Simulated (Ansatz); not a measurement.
YF$_{3}$ in space group Pnma (No. 62; Y on 4c, F on 8d, F on 4c), DFT-PBEsol in the program Ansatz with PAW potentials. The conduction-band minimum lies on the Γ–Z line, 96 % of the way from Γ, with 2 equivalent valleys. Second derivatives d²E/dk² of the lowest band at one valley (eV·Å²), along Cartesian directions:

| direction | d²E/dk² |
|---|---|
| [100] | 0.3412 |
| [010] | 3.560 |
| [001] | 4.883 |
| [110] | 1.951 |
| [101] | 2.613 |
| [011] | 4.222 |

Question: Find the principal effective masses, the density-of-states mass and the conductivity mass.

Answer: Off-diagonal terms follow from H_xy = H[110] − (H_xx + H_yy)/2, and m*/mₑ = 7.620 eV·Å² over each eigenvalue: 1.6, 2.1, 22. One valley's DOS mass (m₁m₂m₃)^(1/3) = 4.2, conductivity mass 3/(Σ 1/mᵢ) = 2.6 mₑ.

Question: What effective density of states Nc follows at 300 K for parabolic valleys?

Answer: Nc = 2.509e19 × 2 × (4.2)^(3/2) ≈ 4.3e20 cm⁻³.

Question: With the computed static dielectric constant 11.9 (mean of the diagonal), estimate a hydrogenic donor's binding energy and radius.

Answer: E = 13.606 eV × 2.6/11.9² ≈ 250 meV; a = 0.529 Å × ε/m* ≈ 2.4 Å. Semilocal masses tend to be too small when the gap is underestimated.

The first step of the workflow began from a Materials Project structure, measured or hypothetical; the Crystallography Open Database files this formula in space group No. 62, but the cells were not matched. Its standing as an ambient phase is unchecked. Symmetry was held in the PBEsol relaxation; whether a distortion lowers the energy is not shown. The run is not spin-polarised. Scalar-relativistic: spin–orbit coupling is off unless named, which matters more the heavier the elements.

Potentials: the earlier of the program's two PAW sets. The files were generated under PBE; for other functionals the program regenerates the frozen cores, and for LDA and PBEsol the local potential too.
